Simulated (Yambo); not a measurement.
Mg₂VN₃ (space group Cmc2_1, No. 36), G0W0@PBEsol in Yambo with this input:

```
rim_cut
gw0
dyson
el_el_corr
HF_and_locXC
ppa
em1d
RandQpts= 1000000
RandGvec= 1 Ry
EXXRLvcs= 84 Ry
VXCRLvcs= 336 Ry
Chimod= "HARTREE"
% BndsRnXp
 17 | 288 |
%
NGsBlkXp= 8 Ry
% LongDrXp
 1.0 | 1.0 | 1.0 |
%
PPAPntXp= 27.2114 eV
% GbndRnge
 1 | 288 |
%
GTermKind= "BG"
DysSolver= "n"
ExtendOut
```

On a 2×2×2 mesh, with wavefunctions cut at 84 Ry, the gap ((0, 0, -0.5) → (-0.5, -0.5, 0)) is 3.259 eV and the valence edge shifts by -0.267 eV.

What happens with this change: 120 bands in G?

The gap falls by 0.051 eV, to 3.208 eV; the shift of the valence edge becomes -0.238 eV. Neither run is shown to be the converged limit.

Geometry of the Materials Project entry, not relaxed at this level; primitive cell a = b = 5.725 Å, c = 5.043 Å, α = β = 90.00°, γ = 60.87°.

The structure is a Materials Project entry; no match was found in the copy of COD used, and its stability was not checked.

The runs are not spin-polarised; magnetic order was not tried.

A shift is the quasiparticle energy of the state minus its PBEsol energy.
